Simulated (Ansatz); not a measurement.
Relaxed candidate structures of Tl$_{4}$O$_{3}$:

A. P2₁/m (No. 11), mP14; a = 7.8175 Å, b = 3.4984 Å, c = 11.0974 Å, α = γ = 90.00°, β = 109.37°; Tl 2e (0.569, 0.250, 0.392); Tl 2e (0.083, 0.250, 0.374); Tl 2e (0.304, 0.250, 0.842); Tl 2e (0.234, 0.750, 0.134); O 2e (0.238, 0.250, 0.600); O 2e (0.476, 0.250, 0.180); O 2e (0.638, 0.250, 0.608)

B. P2/m (No. 10), mP7; a = 4.1756 Å, b = 6.3727 Å, c = 5.4004 Å, α = γ = 90.00°, β = 91.50°; O 1h (0.500, 0.500, 0.500); O 1c (0.000, 0.000, 0.500); O 1b (0.000, 0.500, 0.000); Tl 4o (0.287, 0.243, 0.232)

Q: Rank these by energy per atom (lowest first), as r2SCAN (plane waves to 500 eV, PAW, scalar-relativistic; Ansatz, an electronic-structure program) gives it.

A: A (reference, the lowest among the structures calculated here), B (+0.30 eV/atom)

Q: Which candidates are metallic at this level, and what gaps do the others have?

A: No gap: B. A: 1.42 eV (no spin-orbit coupling).

1 run with a doubtful electronic state, a coarser numerical grid, an end not at rest or a source that can't be used is left out. Each run could gain symmetry but not lose that of its start, so entries can be saddle points. From databases, or of a type measured for this composition: P2₁/m, mP14; the others are generated cells (placed on structure types, drawn at random, substituted or restacked) that were not matched to a known phase here. Energies are at zero temperature and pressure, without zero-point motion. The runs use different k-meshes, so differences are rounded accordingly. No spin polarisation in the result. Without spin-orbit coupling the bands of the heavy element are not split, so the gap can be far off. Gaps of cells over 8 atoms come from the SCF mesh and high-symmetry points alone.
